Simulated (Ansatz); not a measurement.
²⁰⁹Bi nuclear quadrupole resonance in Bi₂Se₃

Cell: a COD entry whose atoms were relaxed with PBE, the cell held.

```
Bi Se
1.0
     1.96496    1.13447    9.14266
    -1.96496    1.13447    9.14266
     0.00000   -2.26894    9.14266
Bi Se
2 3
Direct
  0.59732 0.59732 0.59732
  0.40268 0.40268 0.40268
  0.79544 0.79544 0.79544
  0.20456 0.20456 0.20456
  0.00000 0.00000 0.00000
```

Atom numbers follow the list; atoms alike are taken as one site, whose name carries the number of the first.

Method: Kohn–Sham DFT in Ansatz, PBEsol, plane waves and PAW, scalar-relativistic, 420 eV cutoff, Γ-centred 14×14×14 k-points, Fermi–Dirac smearing 0.05 eV.

²⁰⁹Bi: I = 9/2, Q = -516.0 mb (year-2017 value). Static lattice, zero field.

Question: Predict the zero-field ²⁰⁹Bi lines of each site.

Answer: For I = 9/2 and η = 0 the lines are |C_Q|/24 times 1, 2, 3 and 4; η shifts the lowest up most.

```
site  atoms  V_zz (10²¹ V/m²)  C_Q (MHz)     η  line frequencies (MHz)
  Bi   1, 2              2.54      -31.7  0.00  1.32, 2.64, 3.96, 5.28
```

An axis of threefold or higher order runs through Bi, so V_zz lies along it and η is zero.

At this cell the PBEsol pressure is 8 GPa, so with PBEsol the cell would grow if it were relaxed. With no gap above 0.1 eV, as in a metal, the gradients converge slowly in k; expect changes of a tenth or more on a denser mesh. Spin–orbit coupling is left out, which shifts gradients on Bi by a few per cent in wide-gap crystals, and can shift them far more where the calculated gap is small or absent, as here. Newer work puts Q(²⁰⁹Bi) near −420 mb, which would lower these couplings by about a fifth. Semilocal functionals make gaps too small and can close them, so the real compound need not be a metal.

Hardware: 1 thread of Intel Xeon 6975P-C (Granite Rapids) (x86_64; 16 cores open to the job, memory cap 3.0 GiB, no GPU), a shared host with a load of 0.4 a core. Wall time 67 s, CPU time 67 s, peak memory 1.2 GiB.
